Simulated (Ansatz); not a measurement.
Geometry optimisation in Ansatz: input, command and trajectory.

```yaml
crystal:
  lattice:
    - [2.9034170055, -4.766665011, -0.0028894601]
    - [2.9034170055, 4.766665011, -0.0028894601]
    - [-2.3122956667, 0.0, 8.9453719366]
  atoms:
    - { symbol: Li, position: [0.0490750989, 0.701878542, 0.4430610391] }
    - { symbol: Li, position: [0.7742654773, 0.5456547701, 0.0406951349] }
    - { symbol: Li, position: [0.3268090634, 0.6731909366, 0.25] }
    - { symbol: Li, position: [0.701878542, 0.0490750989, 0.9430610391] }
    - { symbol: Li, position: [0.5456547701, 0.7742654773, 0.5406951349] }
    - { symbol: Li, position: [0.4543452299, 0.2257345227, 0.4593048651] }
    - { symbol: Li, position: [0.298121458, 0.9509249011, 0.0569389609] }
    - { symbol: Li, position: [0.6731909366, 0.3268090634, 0.75] }
    - { symbol: Li, position: [0.2257345227, 0.4543452299, 0.9593048651] }
    - { symbol: Li, position: [0.9509249011, 0.298121458, 0.5569389609] }
    - { symbol: Nb, position: [0.9112705504, 0.0887294496, 0.25] }
    - { symbol: Nb, position: [0.0887294496, 0.9112705504, 0.75] }
    - { symbol: O, position: [0.9878649534, 0.3267841783, 0.1083741521] }
    - { symbol: O, position: [0.1959461877, 0.4255344084, 0.4100360341] }
    - { symbol: O, position: [0.3267841783, 0.9878649534, 0.6083741521] }
    - { symbol: O, position: [0.4255344084, 0.1959461877, 0.9100360341] }
    - { symbol: O, position: [0.1095462901, 0.8904537099, 0.25] }
    - { symbol: O, position: [0.8904537099, 0.1095462901, 0.75] }
    - { symbol: O, position: [0.5744655916, 0.8040538123, 0.0899639659] }
    - { symbol: O, position: [0.6732158217, 0.0121350466, 0.3916258479] }
    - { symbol: O, position: [0.8040538123, 0.5744655916, 0.5899639659] }
    - { symbol: O, position: [0.0121350466, 0.6732158217, 0.8916258479] }
basis:
  ecutwfc: 420
kpoints:
  mp_grid: { grid: [6, 6, 4] }
hamiltonian:
  xc: pbesol
scf:
  occupations: { method: gaussian, width: 0.02 }
output:
  forces: true
  stress: true
  eigenvalues: true
relax:
  adjacent_minimum: "off"
  f_tol: 0.01
  max_steps: 30
  cell: { stress_tol: 0.1, fix: [volume] }
```

```bash
ansatz run input.yaml --threads 4 --pin off --max-ram 10240MiB --backend cpu --events-out ev --progress --plain --runs-dir out
```

These are results of DFT PBEsol, scalar-relativistic, plane waves, PAW (Ansatz), not measurements.

The volume is held at 1.1 times that of the relaxed cell.

Of 8 frames 7 are shown, positions in Å and forces in eV/Å; the SCF threshold varies from step to step. Steps run on the plane waves of an earlier cell, with a Pulay correction in the pressure. The basis is chosen afresh for the last frame, the zero of the energies, and at times for earlier ones too; energy and pressure can step there, also at an unchanged geometry. Where two frames share a geometry here, they differ by under 2 meV/atom and 0.3 GPa.

```xyz
22
Lattice="2.9034 -4.7667 -0.0029 2.9034 4.7667 -0.0029 -2.3123 0.0000 8.9454" Properties=species:S:1:pos:R:3:forces:R:3 pbc="T T T" step=1 free_energy_over_end_meV_per_atom=2.49 pressure_GPa=-7.77
Li    1.1558    3.1117    3.9612    0.0162   -0.0147    0.0715
Li    3.7382   -1.0897    0.3602    0.0153   -0.0115   -0.0370
Li    2.3253    1.6511    2.2335    0.0000    0.0166    0.0000
Li   -0.0003   -3.1117    8.4339    0.0162    0.0147    0.0715
Li    2.5820    1.0897    4.8329    0.0153    0.0115   -0.0370
Li    0.9125   -1.0897    4.1067   -0.0153   -0.0115    0.0370
Li    3.4948    3.1117    0.5057   -0.0162   -0.0147   -0.0715
Li    1.1692   -1.6511    6.7061    0.0000   -0.0166    0.0000
Li   -0.2436    1.0897    8.5794   -0.0153    0.0115    0.0370
Li    2.3387   -3.1117    4.9784   -0.0162    0.0147   -0.0715
Nb    2.3253   -3.9208    2.2335    0.0000   -0.0888    0.0000
Nb    1.1692    3.9208    6.7061    0.0000    0.0888    0.0000
O     3.5664   -3.1512    0.9656   -0.3522   -0.2176    0.3239
O     0.8563    1.0944    3.6661   -0.2973   -0.0047   -0.2914
O     2.4102    3.1512    5.4383   -0.3522    0.2176    0.3239
O    -0.2999   -1.0944    8.1388   -0.2973    0.0047   -0.2914
O     2.3253    3.7223    2.2335    0.0000    0.6462    0.0000
O     1.1692   -3.7223    6.7061    0.0000   -0.6462    0.0000
O     3.7944    1.0944    0.8008    0.2973   -0.0047    0.2914
O     1.0843   -3.1512    3.5013    0.3522   -0.2176   -0.3239
O     2.6382   -1.0944    5.2735    0.2973    0.0047    0.2914
O    -0.0718    3.1512    7.9739    0.3522    0.2176   -0.3239
22
Lattice="2.9011 -4.7703 -0.0035 2.9011 4.7703 -0.0035 -2.3124 0.0000 8.9461" Properties=species:S:1:pos:R:3:forces:R:3 pbc="T T T" step=2 free_energy_over_end_meV_per_atom=0.30 pressure_GPa=-6.09
Li    1.1562    3.1154    3.9670   -0.0116   -0.0019    0.0605
Li    3.7372   -1.0906    0.3428    0.0101    0.0003   -0.0010
Li    2.3230    1.6767    2.2330    0.0000   -0.0175    0.0000
Li    0.0000   -3.1154    8.4401   -0.0116    0.0019    0.0605
Li    2.5810    1.0906    4.8159    0.0101   -0.0003   -0.0010
Li    0.9088   -1.0906    4.1232   -0.0101    0.0003    0.0010
Li    3.4898    3.1154    0.4990    0.0116   -0.0019   -0.0605
Li    1.1668   -1.6767    6.7061    0.0000    0.0175    0.0000
Li   -0.2474    1.0906    8.5963   -0.0101   -0.0003    0.0010
Li    2.3336   -3.1154    4.9721    0.0116    0.0019   -0.0605
Nb    2.3230   -3.9127    2.2330    0.0000   -0.1116    0.0000
Nb    1.1668    3.9127    6.7061    0.0000    0.1116    0.0000
O     3.5544   -3.1511    0.9768    0.0054    0.0130   -0.0536
O     0.8456    1.1015    3.6513   -0.0055    0.0539    0.0166
O     2.3982    3.1511    5.4499    0.0054   -0.0130   -0.0536
O    -0.3106   -1.1015    8.1244   -0.0055   -0.0539    0.0166
O     2.3230    3.7549    2.2330    0.0000    0.0446    0.0000
O     1.1668   -3.7549    6.7061    0.0000   -0.0446    0.0000
O     3.8004    1.1015    0.8147    0.0055    0.0539   -0.0166
O     1.0916   -3.1511    3.4892   -0.0054    0.0130    0.0536
O     2.6442   -1.1015    5.2878    0.0055   -0.0539   -0.0166
O    -0.0646    3.1511    7.9623   -0.0054   -0.0130    0.0536
22
Lattice="2.8955 -4.7746 -0.0040 2.8955 4.7746 -0.0040 -2.3095 0.0000 8.9559" Properties=species:S:1:pos:R:3:forces:R:3 pbc="T T T" step=3 free_energy_over_end_meV_per_atom=0.19 pressure_GPa=-6.04
Li    1.1520    3.1187    3.9754   -0.0117   -0.0091    0.0494
Li    3.7317   -1.0909    0.3436    0.0024   -0.0104   -0.0098
Li    2.3181    1.6789    2.2349    0.0000   -0.0098    0.0000
Li   -0.0028   -3.1187    8.4533   -0.0117    0.0091    0.0494
Li    2.5769    1.0909    4.8215    0.0024    0.0104   -0.0098
Li    0.9046   -1.0909    4.1263   -0.0024   -0.0104    0.0098
Li    3.4843    3.1187    0.4945    0.0117   -0.0091   -0.0494
Li    1.1633   -1.6789    6.7129    0.0000    0.0098    0.0000
Li   -0.2502    1.0909    8.6042   -0.0024    0.0104    0.0098
Li    2.3295   -3.1187    4.9724    0.0117    0.0091   -0.0494
Nb    2.3181   -3.9190    2.2349    0.0000   -0.0105    0.0000
Nb    1.1633    3.9190    6.7129    0.0000    0.0105    0.0000
O     3.5467   -3.1545    0.9765    0.0242   -0.0061   -0.0330
O     0.8442    1.1070    3.6543    0.0051    0.0236    0.0052
O     2.3919    3.1545    5.4544    0.0242    0.0061   -0.0330
O    -0.3106   -1.1070    8.1323    0.0051   -0.0236    0.0052
O     2.3181    3.7587    2.2349    0.0000    0.0215    0.0000
O     1.1633   -3.7587    6.7129    0.0000   -0.0215    0.0000
O     3.7921    1.1070    0.8155   -0.0051    0.0236   -0.0052
O     1.0896   -3.1545    3.4934   -0.0242   -0.0061    0.0330
O     2.6373   -1.1070    5.2935   -0.0051   -0.0236   -0.0052
O    -0.0652    3.1545    7.9713   -0.0242    0.0061    0.0330
22
Lattice="2.8925 -4.7836 -0.0059 2.8925 4.7836 -0.0059 -2.3127 0.0000 8.9497" Properties=species:S:1:pos:R:3:forces:R:3 pbc="T T T" step=4 free_energy_over_end_meV_per_atom=0.07 pressure_GPa=-5.94
Li    1.1461    3.1234    3.9814   -0.0081   -0.0065    0.0039
Li    3.7295   -1.0958    0.3402   -0.0011   -0.0140   -0.0061
Li    2.3143    1.6850    2.2316    0.0000    0.0019    0.0000
Li   -0.0103   -3.1234    8.4562   -0.0081    0.0065    0.0039
Li    2.5731    1.0958    4.8151   -0.0011    0.0140   -0.0061
Li    0.8991   -1.0958    4.1229    0.0011   -0.0140    0.0061
Li    3.4825    3.1234    0.4818    0.0081   -0.0065   -0.0039
Li    1.1579   -1.6850    6.7064    0.0000   -0.0019    0.0000
Li   -0.2573    1.0958    8.5978    0.0011    0.0140    0.0061
Li    2.3261   -3.1234    4.9567    0.0081    0.0065   -0.0039
Nb    2.3143   -3.9243    2.2316    0.0000    0.0011    0.0000
Nb    1.1579    3.9243    6.7064    0.0000   -0.0011    0.0000
O     3.5443   -3.1610    0.9718    0.0163   -0.0162   -0.0079
O     0.8433    1.1173    3.6512   -0.0102    0.0033    0.0000
O     2.3879    3.1610    5.4467    0.0163    0.0162   -0.0079
O    -0.3131   -1.1173    8.1261   -0.0102   -0.0033    0.0000
O     2.3143    3.7725    2.2316    0.0000    0.0122    0.0000
O     1.1579   -3.7725    6.7064    0.0000   -0.0122    0.0000
O     3.7853    1.1173    0.8119    0.0102    0.0033    0.0000
O     1.0843   -3.1610    3.4913   -0.0163   -0.0162    0.0079
O     2.6289   -1.1173    5.2868    0.0102   -0.0033    0.0000
O    -0.0720    3.1610    7.9662   -0.0163    0.0162    0.0079
22
Lattice="2.8916 -4.7865 -0.0093 2.8916 4.7865 -0.0093 -2.3228 0.0000 8.9499" Properties=species:S:1:pos:R:3:forces:R:3 pbc="T T T" step=5 free_energy_over_end_meV_per_atom=0.04 pressure_GPa=-5.91
Li    1.1375    3.1254    3.9780   -0.0031    0.0035    0.0084
Li    3.7296   -1.1055    0.3389   -0.0044    0.0009   -0.0127
Li    2.3109    1.6885    2.2281    0.0000   -0.0095    0.0000
Li   -0.0239   -3.1254    8.4529   -0.0031   -0.0035    0.0084
Li    2.5682    1.1055    4.8138   -0.0044   -0.0009   -0.0127
Li    0.8923   -1.1055    4.1173    0.0044    0.0009    0.0127
Li    3.4844    3.1254    0.4783    0.0031    0.0035   -0.0084
Li    1.1495   -1.6885    6.7031    0.0000    0.0095    0.0000
Li   -0.2691    1.1055    8.5923    0.0044   -0.0009    0.0127
Li    2.3230   -3.1254    4.9532    0.0031   -0.0035   -0.0084
Nb    2.3109   -3.9268    2.2281    0.0000   -0.0081    0.0000
Nb    1.1495    3.9268    6.7031    0.0000    0.0081    0.0000
O     3.5434   -3.1676    0.9673    0.0171    0.0039   -0.0156
O     0.8388    1.1210    3.6509   -0.0097    0.0140   -0.0063
O     2.3820    3.1676    5.4422    0.0171   -0.0039   -0.0156
O    -0.3226   -1.1210    8.1258   -0.0097   -0.0140   -0.0063
O     2.3109    3.7761    2.2281    0.0000   -0.0068    0.0000
O     1.1495   -3.7761    6.7031    0.0000    0.0068    0.0000
O     3.7831    1.1210    0.8054    0.0097    0.0140    0.0063
O     1.0785   -3.1676    3.4889   -0.0171    0.0039    0.0156
O     2.6217   -1.1210    5.2803    0.0097   -0.0140    0.0063
O    -0.0829    3.1676    7.9639   -0.0171   -0.0039    0.0156
22
Lattice="2.8917 -4.7880 -0.0117 2.8917 4.7880 -0.0117 -2.3302 0.0000 8.9488" Properties=species:S:1:pos:R:3:forces:R:3 pbc="T T T" step=6 free_energy_over_end_meV_per_atom=0.01 pressure_GPa=-5.86
Li    1.1317    3.1276    3.9777    0.0056    0.0056   -0.0023
Li    3.7288   -1.1102    0.3327   -0.0004   -0.0001   -0.0051
Li    2.3091    1.6888    2.2255    0.0000    0.0008    0.0000
Li   -0.0334   -3.1276    8.4521    0.0056   -0.0056   -0.0023
Li    2.5638    1.1102    4.8070   -0.0004    0.0001   -0.0051
Li    0.8895   -1.1102    4.1183    0.0004   -0.0001    0.0051
Li    3.4866    3.1276    0.4732   -0.0056    0.0056    0.0023
Li    1.1441   -1.6888    6.6998    0.0000   -0.0008    0.0000
Li   -0.2756    1.1102    8.5927    0.0004    0.0001    0.0051
Li    2.3215   -3.1276    4.9476   -0.0056   -0.0056    0.0023
Nb    2.3091   -3.9280    2.2255    0.0000   -0.0108    0.0000
Nb    1.1441    3.9280    6.6998    0.0000    0.0108    0.0000
O     3.5445   -3.1720    0.9637    0.0074    0.0003   -0.0099
O     0.8349    1.1272    3.6497    0.0010    0.0004   -0.0036
O     2.3794    3.1720    5.4381    0.0074   -0.0003   -0.0099
O    -0.3302   -1.1272    8.1240    0.0010   -0.0004   -0.0036
O     2.3091    3.7782    2.2255    0.0000    0.0050    0.0000
O     1.1441   -3.7782    6.6998    0.0000   -0.0050    0.0000
O     3.7834    1.1272    0.8013   -0.0010    0.0004    0.0036
O     1.0738   -3.1720    3.4872   -0.0074    0.0003    0.0099
O     2.6183   -1.1272    5.2757   -0.0010   -0.0004    0.0036
O    -0.0913    3.1720    7.9616   -0.0074   -0.0003    0.0099
22
Lattice="2.8909 -4.7875 -0.0129 2.8909 4.7875 -0.0129 -2.3334 0.0000 8.9529" Properties=species:S:1:pos:R:3:forces:R:3 pbc="T T T" step=8 free_energy_over_end_meV_per_atom=0.00 pressure_GPa=-5.86
Li    1.1299    3.1311    3.9782   -0.0011   -0.0002    0.0000
Li    3.7257   -1.1124    0.3269    0.0010    0.0009    0.0011
Li    2.3076    1.6910    2.2253    0.0000   -0.0028    0.0000
Li   -0.0367   -3.1311    8.4547   -0.0011    0.0002    0.0000
Li    2.5590    1.1124    4.8033    0.0010   -0.0009    0.0011
Li    0.8896   -1.1124    4.1237   -0.0010    0.0009   -0.0011
Li    3.4853    3.1311    0.4724    0.0011   -0.0002    0.0000
Li    1.1409   -1.6910    6.7018    0.0000    0.0028    0.0000
Li   -0.2771    1.1124    8.6002   -0.0010   -0.0009   -0.0011
Li    2.3186   -3.1311    4.9488    0.0011    0.0002    0.0000
Nb    2.3076   -3.9280    2.2253    0.0000   -0.0083    0.0000
Nb    1.1409    3.9280    6.7018    0.0000    0.0083    0.0000
O     3.5438   -3.1749    0.9614    0.0024    0.0008   -0.0038
O     0.8342    1.1295    3.6494   -0.0031   -0.0005   -0.0006
O     2.3771    3.1749    5.4379    0.0024   -0.0008   -0.0038
O    -0.3325   -1.1295    8.1258   -0.0031    0.0005   -0.0006
O     2.3076    3.7775    2.2253    0.0000    0.0089    0.0000
O     1.1409   -3.7775    6.7018    0.0000   -0.0089    0.0000
O     3.7810    1.1295    0.8012    0.0031   -0.0005    0.0006
O     1.0714   -3.1749    3.4891   -0.0024    0.0008    0.0038
O     2.6143   -1.1295    5.2777    0.0031    0.0005    0.0006
O    -0.0953    3.1749    7.9656   -0.0024   -0.0008    0.0038
```

Time: 73 s on 4 threads of Intel(R) Xeon(R) 6975P-C (Granite Rapids) (shared host), peak memory 1.3 GiB.